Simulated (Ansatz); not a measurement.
Input and command of a plane-wave DFT calculation in Ansatz:

```yaml
crystal:
  lattice:
    - [3.5998178786, 0.0, 0.0]
    - [-1.7999089393, 3.1175337319, 0.0]
    - [0.0, 0.0, 4.2935818657]
  atoms:
    - { symbol: Ti, position: [0.3333333333, 0.6666666667, 0.9463256564] }
    - { symbol: Ti, position: [0.6666666667, 0.3333333333, 0.4463256564] }
    - { symbol: C, position: [0.3333333333, 0.6666666667, 0.4357743436] }
    - { symbol: C, position: [0.6666666667, 0.3333333333, 0.9357743436] }
basis:
  ecutwfc: 500
kpoints:
  mp_grid: { grid: [12, 12, 12] }
hamiltonian:
  xc: r2scan
scf:
  occupations: { method: gaussian, width: 0.1 }
output:
  forces: true
  stress: true
  eigenvalues: true
relax:
  adjacent_minimum: "off"
  f_tol: 0.01
  max_steps: 80
  cell: { stress_tol: 0.05 }
```

```bash
ansatz run input.yaml --threads 1 --pin off --max-ram 2560MiB --backend cpu --events-out ev --progress --plain --runs-dir out
```

Processor: AMD EPYC 7R43 64-Core Processor (Zen 3), 1 thread, on a host shared with other jobs.

Task: How long does it run, and how much memory does it take?

Result: About 5.1 min on 1 thread of AMD EPYC 7R43 64-Core Processor (Zen 3), with other jobs on the host, peak memory 0.62 GiB. It solves 20 bands at 133 k points (the mesh reduced by the symmetry that the task leaves, which can be less than the crystal's) with about 1239 plane waves (on the last cell), in 41 SCF iterations over 7 ionic steps.
